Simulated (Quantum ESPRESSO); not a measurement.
Space group Fm-3m (No. 225); a = 8.1200 Å, b = 8.1200 Å, c = 8.1200 Å, α = 90.00°, β = 90.00°, γ = 90.00°

| atom | site | symmetry | x | y | z |
|---|---|---|---|---|---|
| H | 24e | 4m.m | 0.0000 | 0.0000 | 0.2021 |
| K | 8c | -43m | 0.2500 | 0.2500 | 0.2500 |
| Pt | 4a | m-3m | 0.0000 | 0.0000 | 0.0000 |
(The calculation used a cell of 9 atoms; values per cell refer to that cell.)

The geometry is that of Materials Project entry mp-643279, symmetrised and not relaxed again.

### Question
What does PBEsol (pw.x of Quantum ESPRESSO, ONCV potentials, no spin-orbit coupling) give for the electronic structure near the Fermi level?

### Answer
The PBEsol gap is indirect, 3.90 eV, from 20 % of the way from K to Γ to X; the smallest direct gap is 4.02 eV. Spin-orbit coupling is left out, which matters for elements this heavy: edges can move by tenths of an eV.

The structure is a Materials Project entry; no match was found in the copy of COD used, and its stability was not checked.
